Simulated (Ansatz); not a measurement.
# Data sheet: Co (DFT)

Co:
```cif
data_Co
_chemical_formula_sum 'Co1'
_space_group_name_H-M_alt 'P 1'
_space_group_IT_number 1
_cell_length_a 2.34046
_cell_length_b 2.34046
_cell_length_c 2.34046
_cell_angle_alpha 90.000
_cell_angle_beta 90.000
_cell_angle_gamma 90.000
loop_
_space_group_symop_operation_xyz
  'x, y, z'
loop_
_atom_site_label
_atom_site_type_symbol
_atom_site_fract_x
_atom_site_fract_y
_atom_site_fract_z
_atom_site_occupancy
Co1 Co 0.00000 0.00000 0.00000 1
```
The run is spin-polarised; directions of the spins, atom by atom: ↑.

Space group Pm-3m (No. 221), simple cubic; conventional cell a = 2.3405 Å, b = 2.3405 Å, c = 2.3405 Å, α = 90.00°, β = 90.00°, γ = 90.00°.

Method: DFT-PBE in the program Ansatz with PAW potentials. Structure relaxed to zero pressure with the same functional. Other levels are named where they apply.

### Cell and energy

* **Volume per atom**: 12.82 Å³
* **Density**: 7.63 g/cm³

### Electronic structure

Electronic character: metallic (no gap)
Density of states at the Fermi level: 1.5 states/eV per atom (mean over ±0.08 eV)

### Magnetism

* **Magnetic order**: ferromagnetic
* **Net moment**: 1.89 μB per atom

### Mechanics

* **Bulk modulus (Birch–Murnaghan fit)**: 140 GPa
* **Pressure derivative B′**: 3.5
* **Elastic constants (relaxed ions, GPa)**: C11 = 286, C12 = 62.6, C44 = -46.2
* **Mechanical stability**: unstable (C has a negative eigenvalue)

A made-up cell: these elements were put on the sites of a structure type; neither database checked (COD, Materials Project) lists it. It is not the phase usual at ambient conditions (space group No. 194). The cell was relaxed with PBE under the symmetry of its start. Magnetic state: ferromagnetic, chosen from 3 collinear starts compared on coarse meshes (ties went to the first, and starts can fall back to one state), not a proven ground state. As this level gives no gap, shear constants depend on the k-mesh and smearing (Fermi–Dirac, 0.1 eV here).

Potentials: the later of the program's two PAW sets.
